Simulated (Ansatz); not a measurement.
**Two-dimensional strain map in HgPt**

The calculation used DFT r2SCAN, scalar-relativistic, plane waves, PAW in Ansatz 0.2.0. Cutoff 500 eV, Γ-centred 16×16×12 k-points, Gaussian smearing of 0.15 eV. Spin–orbit coupling is left out, which can shift energies with elements as heavy as these. No spin polarisation. Energies are free energies at this smearing, counted from the undisturbed cell; pressure is positive in compression.

Reference structure (as given, not relaxed at this level; it stands at 7.5 GPa, and it needn't be the usual structure):

```
Hg Pt
1.0
     2.97100    0.00000    0.00000
     0.00000    2.97100    0.00000
     0.00000    0.00000    3.82500
Hg Pt
1 1
Direct
  0.00000 0.00000 0.00000
  0.50000 0.50000 0.50000
```

The cell is strained by p along both x and y and by q along z, fractional coordinates fixed. Points are written (p, q).

Energy above the undisturbed cell in meV/atom (a dash: not computed):

| p \ q | -0.030 | -0.015 | 0.000 | 0.015 | 0.030 |
| --- | --- | --- | --- | --- | --- |
| -0.030 | 168.9 | ? | 89.8 | 61.6 | 40.1 |
| -0.015 | 90.7 | – | ? | – | 2.5 |
| 0.000 | 38.1 | 15.8 | 0.0 | – | ? |
| 0.030 | -4.3 | – | -10.3 | – | 2.7 |

(1) Fill in the withheld energies.

Answers

(1) (-0.030, -0.015): 125.4; (-0.015, 0.000): 33.5; (0.000, 0.030): -14.4.